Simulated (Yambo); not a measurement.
## How GW settings move the gap: Cs$_{2}$WO$_{2}$F$_{4}$

G0W0@PBEsol for Cs₂WO₂F₄ (space group C2/m, No. 12) in Yambo. Reference settings: 2×2×2 Γ-centred k mesh, bands 2 to 320 and a 8 Ry block in the screening, 320 bands in G with the Bruneval-Gonze terminator, plasmon pole fitted at 27.2 eV. The PBEsol gap (0, -0.5, -0.5) → (-0.5, -0.5, 0) on this mesh is 2.41 eV; G0W0 gaps are taken between the same points.

```
change from the reference       G0W0 gap (0, -0.5, -0.5) → (-0.5, -0.5, 0) (eV)  shift of the valence edge (eV)        rough Yambo cost
------------------------------  -----------------------------------------------  ------------------------------  ----------------------
reference settings                                                         5.49                           -1.24                       1
121 bands in W, 121 bands in G                                             5.63                           -1.10               about 1/3
206 bands in W, 206 bands in G                                             5.54                           -1.19  within a factor of two
121 bands in G                                                             5.52                           -1.23                       –
1 Ry block                                                                 6.55                           -1.91  within a factor of two
3 Ry block                                                                 5.53                           -1.21  within a factor of two
pole fitted at 55 eV                                                       5.56                           -1.34                       –
121 bands in G, no terminator                                              5.63                           -0.58                       –
206 bands in G, no terminator                                              5.57                           -0.88                       –
no terminator                                                              5.52                           -1.05                       –
```

The reference isn't shown to be the converged limit. Costs are rough (shared machines), scaled to the same edge states, and given only for runs that recompute the screening.

Without spin-orbit coupling, band edges of such heavy elements can be off by tenths of an eV.

Geometry of the Materials Project entry, not relaxed at this level; primitive cell a = b = 6.343 Å, c = 4.970 Å, α = β = 91.21°, γ = 58.62°.

The structure is a Materials Project entry; no match was found in the copy of COD used, and its stability was not checked.

A shift is the quasiparticle energy of the state minus its PBEsol energy.
